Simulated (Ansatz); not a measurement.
A geometry of Cd away from equilibrium: step 2 of the relaxation of a relaxed Cd cell displaced along its unstable phonon at q = (½, ½, 0) of its primitive reciprocal cell (51i cm⁻¹), largest move 0.15 Å. These are r2SCAN (plane waves to 500 eV, PAW, scalar-relativistic; Ansatz, an electronic-structure program) values and carry that method's errors. Γ-centred k-mesh 12×12×12 on the run's cell (coarser than for final values), Fermi–Dirac smearing 0.05 eV.

```yaml
crystal:
  lattice:
    - [4.77477, 2.74110, 2.27110]
    - [0.00000, 2.74110, 2.27110]
    - [0.00000, -2.74245, 1.13719]
  atoms:
    - { symbol: Cd, position: [0.00000, 0.03830, 0.08616] }
    - { symbol: Cd, position: [0.50000, 0.96170, 0.91384] }
```

Question: Give the Cartesian forces on all atoms (eV/Å).

Answer: 
```json
[
 {"atom": "Cd1", "Fx": "0.00", "Fy": "-0.07", "Fz": "0.14"},
 {"atom": "Cd2", "Fx": "0.00", "Fy": "0.07", "Fz": "-0.14"}
]
```

Question: What is the pressure?

Answer: -0.2 GPa, compression positive.

Question: How far above the relaxed end point is this geometry?

Answer: 0.05 eV/atom; the path ends in Fmmm (No. 69) at a tolerance of 0.01 Å, I4/mmm (No. 139) at 0.1 Å.

No spin polarisation in the result.

The run could not lose the symmetry of its start, so the end can be a saddle point.

The end of the path is a generated cell of Cd: the first start was made by placing the elements on the sites of a structure type, and the end was not matched to a known phase here, so it may be hypothetical. Known forms of Cd include space group No. 194.
